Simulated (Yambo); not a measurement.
Yambo run on RbSO$_{2}$F (space group P2_1/m, No. 11). The wavefunctions come from this Quantum ESPRESSO step (LDA, PseudoDojo standard norm-conserving files, scalar-relativistic):

```
&CONTROL
  calculation = 'nscf'
  pseudo_dir = './pseudo'
  outdir = './out'
/
&SYSTEM
  ibrav = 0
  nat = 10
  ntyp = 4
  ecutwfc = 84.0
  ecutrho = 336.0
  occupations = 'fixed'
  force_symmorphic = .true.
  nbnd = 298
/
&ELECTRONS
  conv_thr = 1e-08
  diago_full_acc = .true.
  diago_thr_init = 1e-08
/
ATOMIC_SPECIES
O 15.9990 O.upf
F 18.9984 F.upf
S 32.0600 S.upf
Rb 85.4678 Rb.upf
CELL_PARAMETERS angstrom
  4.885630000000   0.000000000000   0.000000000000
  0.000000000000   6.030030000000   0.000000000000
 -2.261244000000   0.000000000000   7.046330000000
ATOMIC_POSITIONS crystal
O   0.665220000000   0.547000000000   0.301740000000
O   0.334780000000   0.453000000000   0.698260000000
O   0.334780000000   0.047000000000   0.698260000000
O   0.665220000000   0.953000000000   0.301740000000
F   0.791990000000   0.250000000000   0.876700000000
F   0.208010000000   0.750000000000   0.123300000000
S   0.601000000000   0.750000000000   0.183900000000
S   0.399000000000   0.250000000000   0.816100000000
Rb   0.843160000000   0.750000000000   0.715230000000
Rb   0.156840000000   0.250000000000   0.284770000000
K_POINTS automatic
2 2 2 0 0 0
```

Yambo input:

```
rim_cut
gw0
dyson
el_el_corr
HF_and_locXC
ppa
em1d
RandQpts= 1000000
RandGvec= 1 Ry
EXXRLvcs= 84 Ry
VXCRLvcs= 336 Ry
Chimod= "HARTREE"
% BndsRnXp
 1 | 297 |
%
NGsBlkXp= 7 Ry
% LongDrXp
 1.0 | 1.0 | 1.0 |
%
PPAPntXp= 27.2114 eV
% GbndRnge
 1 | 297 |
%
GTermKind= "BG"
DysSolver= "n"
ExtendOut
% QPkrange
 1 | 1 | 34 | 35 |
 2 | 2 | 34 | 35 |
 4 | 4 | 34 | 35 |
 5 | 5 | 34 | 35 |
 6 | 6 | 34 | 35 |
 7 | 7 | 34 | 35 |
 8 | 8 | 34 | 35 |
%
```

k points by index: 1 = Γ, 2 = (0, 0, -0.5), 4 = (0, -0.5, -0.5), 5 = (-0.5, 0, 0), 6 = (-0.5, 0, -0.5), 7 = (-0.5, -0.5, 0), 8 = (-0.5, -0.5, -0.5).

Table of the .qp output:

```
#    K-point    Band    Eo [eV]    E [eV]    E-Eo [eV]    Vxc [eV]    Vnlxc [eV]    Sc|Eo [eV]    Sc|E [eV]    dSc/dw|Eo [eV]    Re(Z)    Im(Z)
#
    1    34    -0.318229    -2.070984    -1.752755    -17.38125    -22.13197    2.608039    2.997969    -6.053329    0.818024    -0.001010
    1    35    5.027710    7.083393    2.055683    -16.55305    -11.45203    -2.600781    -3.045333    -5.882077    0.822164    0.008828
    2    34    -0.218557    -1.934787    -1.716230    -17.73998    -22.51823    2.676612    3.062018    -6.110374    0.816623    -0.001156
    2    35    4.966711    6.989852    2.023141    -16.19935    -11.19696    -2.564908    -2.979246    -5.572986    0.830006    0.002015
    4    34    -0.286096    -2.024322    -1.738225    -17.53820    -22.31366    2.648307    3.037238    -6.088189    0.817167    -0.001291
    4    35    5.006527    7.055594    2.049067    -16.56386    -11.47399    -2.591256    -3.040806    -5.969016    0.820059    0.006101
    5    34    -0.057941    -1.794065    -1.736124    -17.71453    -22.38530    2.547366    2.934646    -6.069745    0.817621    -0.001100
    5    35    4.026287    5.906445    1.880158    -15.07167    -10.46446    -2.353339    -2.727057    -5.408591    0.834193    -0.001018
    6    34    0.000000    -1.713826    -1.713826    -17.95719    -22.66649    2.610929    2.995475    -6.105298    0.816748    -0.001126
    6    35    4.028218    5.909851    1.881634    -15.08371    -10.47794    -2.349841    -2.724141    -5.412753    0.834086    -0.001020
    7    34    -0.039097    -1.764570    -1.725473    -17.81410    -22.51147    2.585968    2.971897    -6.085917    0.817223    -0.001104
    7    35    4.122658    6.029269    1.906611    -15.25527    -10.59102    -2.374012    -2.757641    -5.474980    0.832498    -0.001035
    8    34    -0.021793    -1.750184    -1.728391    -17.85013    -22.55451    2.589184    2.975994    -6.089503    0.817135    -0.001118
    8    35    4.090042    5.984348    1.894307    -15.07714    -10.42406    -2.380542    -2.758774    -5.433023    0.833568    -0.001028
```
(The two width columns are left out.) Convergence of these settings isn't established.

Geometry of the Materials Project entry, not relaxed at this level.
